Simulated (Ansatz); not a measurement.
Relaxing a structure of InAs

The start is a relaxed InAs cell deformed by the Cartesian strain tensor (xx, yy, zz, yz, xz, xy) = (-0.187, 0.043, 0.110, -0.048, -0.035, 0.054). The structure is fully relaxed (lattice and positions, P = 0) with PBEsol (plane waves to 420 eV, PAW, scalar-relativistic; Ansatz, a program for electronic structure). The first steps use a coarse 7×7×6 k-mesh.

Input geometry:
```
InAs
1.0
    0.05783     3.02976     3.23368
    2.36629     0.02130     3.27020
    2.64020     3.34020    -0.25261
As In
1 1
Direct
  0.75000   0.75000   0.75000
  0.00000   0.00000   0.00000
```

How large is the pressure on the unrelaxed cell, and of which sign?

+4 GPa (positive: the cell is compressed).

By how much does the energy per atom fall from start to end?

0.24 eV/atom.

How does the volume change?

+6.9 %, from 26.36 to 28.19 Å³/atom.

Is the parent structure recovered?

It relaxes back to the parent, F-43m (No. 216).

How do the shortest distances between atoms change?

The closest pairs of elements (up to four, under 3.6 Å), start → end: As–In 2.51 → 2.64 Å.

The end point of the relaxation:

Space group F-43m (No. 216); a = 6.087 Å, b = 6.087 Å, c = 6.087 Å, α = 90.00°, β = 90.00°, γ = 90.00°

```tsv
atom	site	symmetry	x	y	z
As	4d	-43m	0.7500	0.7500	0.7500
In	4b	-43m	0.5000	0.5000	0.5000
```
(The calculation used a cell of 2 atoms; values per cell refer to that cell.)

Final values are on a 11×11×11 k-mesh of the relaxed cell. No spin polarisation in the result.
